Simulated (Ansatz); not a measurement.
Cell and atoms are relaxed with the symmetry kept. Start:

```cif
data_structure
_symmetry_space_group_name_H-M 'P4/mmm'
_symmetry_Int_Tables_number 123
_cell_length_a 4.6378
_cell_length_b 4.6378
_cell_length_c 7.4429
_cell_angle_alpha 90.000
_cell_angle_beta 90.000
_cell_angle_gamma 90.000
_cell_volume 160.09
loop_
_atom_site_label
_atom_site_type_symbol
_atom_site_symmetry_multiplicity
_atom_site_Wyckoff_symbol
_atom_site_fract_x
_atom_site_fract_y
_atom_site_fract_z
_atom_site_occupancy
Y1 Y 1 a 0.00000 0.00000 0.00000 1
In1 In 4 i 0.00000 0.50000 0.30143 1
In2 In 1 c 0.50000 0.50000 0.00000 1
Rh1 Rh 1 b 0.00000 0.00000 0.50000 1
```

These are results of DFT r2SCAN, scalar-relativistic, plane waves, PAW (Ansatz 0.2.0), not measurements.

Cutoff 500 eV; k points 8×8×6 on the computed 7-atom cell (Γ-centred); Gaussian smearing, width 0.10 eV; no spin polarisation.

Task: What does it relax to?

Result: The volume decreases by 0.08 Å³/atom to 22.79 Å³/atom, and the energy falls by 0.1 meV/atom. Final structure:
```
Y In Rh
1.0
     4.62727    0.00000    0.00000
     0.00000    4.62727    0.00000
     0.00000    0.00000    7.45226
Y In Rh
1 5 1
Direct
  0.00000 0.00000 0.00000
  0.00000 0.50000 0.30174
  0.00000 0.50000 0.69826
  0.50000 0.00000 0.30174
  0.50000 0.00000 0.69826
  0.50000 0.50000 0.00000
  0.00000 0.00000 0.50000
```

Course of the relaxation (steps run on the plane waves of an earlier cell, and the basis is chosen afresh near the end, so energy and pressure can step there; trial steps that raised the energy were taken back; energies are free energies):

```
step E − E_final (meV/atom) largest force component (eV/Å) P (GPa) V (Å³/atom)
   1                     0.1                           0.030    -0.28        22.87
   2                     0.1                           0.040     0.28        22.73
   3                     0.0                           0.004     0.00        22.79
   4                     0.0                           0.004     0.00        22.79
```

Cost: 1 run of about 3.5 core-minutes, on Oxide Virtual Turin-like Processor (Zen 5) (shared hosts).